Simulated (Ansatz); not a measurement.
MgI₂:
```
CELL_PARAMETERS angstrom
      4.07644     0.00000     0.00000
     -2.03822     3.53030     0.00000
      0.00000     0.00000     6.68897
ATOMIC_POSITIONS crystal
  Mg 0.00000 0.00000 0.00000
  I  0.33333 0.66667 0.24770
  I  0.66667 0.33333 0.75230
```

x, y and z are the axes in which the lattice vectors are written.

Give the high-frequency dielectric tensor and the Born effective charge tensors of the independent atoms from DFPT, LDA in the plane-wave PAW code Ansatz.


ε∞:
```
4.75  0.00  0.00
0.00  4.75  0.00
0.00  0.00  4.32
```
Z* of atom 1 (Mg), rows: field, columns: displacement, in e:
```
2.46  0.00  0.00
0.00  2.46  0.00
0.00  0.00  1.65
```
Z* of atom 2 (I), rows: field, columns: displacement, in e:
```
-1.23   0.00   0.00
 0.00  -1.23   0.00
 0.00   0.00  -0.82
```

Space group P-3m1 (CdI2 type). The cell was relaxed with LDA under the symmetry of its start. A crystal of weakly bound layers computed without a dispersion correction: the cell and the soft elastic constants depend strongly on that. Spin–orbit coupling is left out wherever it is not named.

Potentials: the later of the program's two PAW sets.
